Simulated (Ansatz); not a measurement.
SnO2:
```yaml
crystal:
  lattice:
    - [-1.98608, 1.98608, 5.08991]
    - [1.98608, -1.98608, 5.08991]
    - [1.98608, 1.98608, -5.08991]
  atoms:
    - { symbol: Sn, position: [0.75000, 0.25000, 0.50000] }
    - { symbol: Sn, position: [0.00000, 0.00000, 0.00000] }
    - { symbol: O, position: [0.79699, 0.79699, 0.00000] }
    - { symbol: O, position: [0.54699, 0.04699, 0.50000] }
    - { symbol: O, position: [0.95301, 0.45301, 0.50000] }
    - { symbol: O, position: [0.20301, 0.20301, 0.00000] }
```

Relaxed with LDA. Special points in fractions of this cell's reciprocal vectors: Γ (0.000, 0.000, 0.000); X (0.000, 0.000, 0.500); P (0.250, 0.250, 0.250); N (0.000, 0.500, 0.000); M (0.500, 0.500, -0.500); S (0.288, 0.712, -0.288); S0 (-0.288, 0.288, 0.288); R (-0.076, 0.076, 0.500); G (0.500, 0.500, -0.076).

Question: List the band energies nearest the valence-band maximum at these points for DFT-LDA in the program Ansatz with PAW potentials.

Answer: In eV from the valence-band maximum; about four levels below and three above (degenerate sets whole), none deeper than 8.9 eV; points with the same levels are listed once.

| k | below | above |
|---|---|---|
| Γ | -0.68 -0.68 -0.40 -0.40 | 1.73 5.65 9.11 |
| X | -0.82 -0.82 -0.05 -0.05 | 7.38 7.38 7.64 7.64 |
| P | -0.69 -0.69 0.00 0.00 | 7.30 7.30 8.01 8.01 |
| N | -0.80 -0.78 -0.59 -0.38 | 5.04 6.26 7.86 |
| M | -1.05 -1.05 -0.29 -0.29 | 4.37 4.37 7.45 7.45 |
| S | -0.74 -0.68 -0.44 -0.42 | 4.97 6.25 7.55 |
| R | -0.57 -0.57 -0.08 -0.08 | 6.86 6.86 7.96 7.96 |

Space group I4_1/amd (anatase). The workflow started from a Materials Project entry (that database holds measured and hypothetical structures alike); the Crystallography Open Database copy checked does not list it. It is not the phase usual at ambient conditions (space group No. 136). Symmetry was held in the LDA relaxation; its stability against distortions is not shown here. Scalar-relativistic: spin–orbit coupling is off unless named, which matters more the heavier the elements.

Potentials: the later of the program's two PAW sets.
